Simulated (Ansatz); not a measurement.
Zincblende alloy of GaAs and GaP (28 of 32 As sites exchanged), 64 atoms

Ansatz, PAW, plane waves. PBEsol relaxation of volume and atoms (shape held) at the single k point (¼, ¼, ¼) without its symmetry partners; single points on the relaxed atoms at the Γ point alone, onto which points of the small cell's zone fold. Arrangement: quasirandom. No spin–orbit coupling unless named.

Relaxed structure:

```
Ga P As
1.0
    10.93034    0.00000    0.00000
     0.00000   10.93034    0.00000
     0.00000    0.00000   10.93034
Ga P As
32 28 4
Direct
  0.99936 0.00033 0.99959
  0.99611 0.00329 0.50381
  0.99577 0.49650 0.99694
  0.99926 0.50055 0.50039
  0.50093 0.00029 0.00016
  0.50344 0.99663 0.50374
  0.50003 0.50077 0.99994
  0.50435 0.50298 0.49749
  0.24997 0.25074 0.99985
  0.24312 0.24939 0.50069
  0.25310 0.75360 0.99679
  0.25330 0.74680 0.50380
  0.75029 0.24974 0.00017
  0.74977 0.25067 0.50038
  0.74914 0.75018 0.99973
  0.75018 0.75004 0.50081
  0.24976 0.99972 0.24289
  0.25000 0.00053 0.75011
  0.25332 0.49676 0.25363
  0.24662 0.50330 0.75438
  0.74943 0.00063 0.25040
  0.75038 0.99964 0.75126
  0.75033 0.50022 0.24952
  0.74957 0.50001 0.74976
  0.99931 0.25005 0.24977
  0.99917 0.25025 0.75087
  0.99270 0.74948 0.24989
  0.99934 0.75071 0.75025
  0.50426 0.25338 0.24707
  0.50314 0.24690 0.75375
  0.50022 0.75053 0.24981
  0.50091 0.74973 0.75082
  0.12366 0.12608 0.12304
  0.12268 0.12490 0.62740
  0.12362 0.62504 0.62629
  0.62589 0.12506 0.12416
  0.62674 0.12425 0.62625
  0.62490 0.62513 0.12501
  0.62579 0.62584 0.62555
  0.37601 0.37507 0.12420
  0.37685 0.87499 0.12321
  0.37581 0.87414 0.62728
  0.87375 0.37403 0.12505
  0.87470 0.37509 0.62536
  0.87266 0.87608 0.12398
  0.87363 0.87503 0.62615
  0.37481 0.12418 0.87619
  0.37683 0.62509 0.37517
  0.37581 0.62593 0.87516
  0.87372 0.12600 0.37520
  0.87452 0.12508 0.87521
  0.87267 0.62407 0.37609
  0.87355 0.62517 0.87422
  0.12268 0.37500 0.37519
  0.12355 0.37427 0.87537
  0.12454 0.87608 0.87416
  0.62704 0.37598 0.37426
  0.62574 0.37523 0.87610
  0.62583 0.87407 0.37521
  0.62483 0.87510 0.87517
  0.12490 0.62395 0.12407
  0.37501 0.37581 0.62604
  0.37586 0.12475 0.37440
  0.12394 0.87481 0.37594
```

Question: What are the mean bond lengths by pair (pairs within 1.2 times the sum of covalent radii, less contacts 15 % beyond the pair's median; cation–cation pairs of compounds aside; long ionic contacts are cut short by that bound)?

Answer: As–Ga 2.425 ± 0.005 Å (standard deviation, 16 bonds); Ga–P 2.358 ± 0.006 Å (standard deviation, 112 bonds).

Question: What gap lies between the top filled and the lowest empty level in the single points?

Answer: HSE06 with spin–orbit coupling 2.18 eV (8.1 min on NVIDIA H100). An indirect band minimum needn't fold onto Γ of this cell; where it doesn't, these gaps are too wide.
